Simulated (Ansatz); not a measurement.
The relaxed structure here is a generated cell of La: the first start was made by placing the elements on the sites of a structure type, and the end was not matched to a known phase here, so it may be hypothetical. Known forms of La include space group No. 194.

A relaxed structure of La. Calculation: r2SCAN (plane waves to 500 eV, PAW, scalar-relativistic; Ansatz, an electronic-structure program).

```xyz
3
Lattice="5.9771 0.0000 0.0000 -2.9885 5.1763 0.0000 0.0000 0.0000 3.6088" Properties=species:S:1:pos:R:3 pbc="T T T"
La     0.0000     0.0000     0.0000
La     0.0000     3.4509     1.8044
La     2.9885     1.7254     1.8044
```

Q: Find the space group and the Wyckoff positions (tolerance 0.01 Å).

A: Space group P6/mmm (No. 191); a = 5.9771 Å, b = 5.9771 Å, c = 3.6088 Å, α = 90.00°, β = 90.00°, γ = 120.00°

| atom | site | symmetry | x | y | z |
|---|---|---|---|---|---|
| La | 1a | 6/mmm | 0.0000 | 0.0000 | 0.0000 |
| La | 2d | -6m2 | 0.3333 | 0.6667 | 0.5000 |

Q: Give the shortest distances between elements (the closest pairs, up to four, under 3.6 Å).

A: La–La 3.45 Å.

The volume per atom is 37.22 Å³ and the band gap is zero (metallic).

No spin polarisation in the result.

The run could not lose the symmetry of its start; a randomly shaken copy of 6 atoms returns to this structure.

All atoms sit on sites fixed by symmetry, so only the cell could relax.
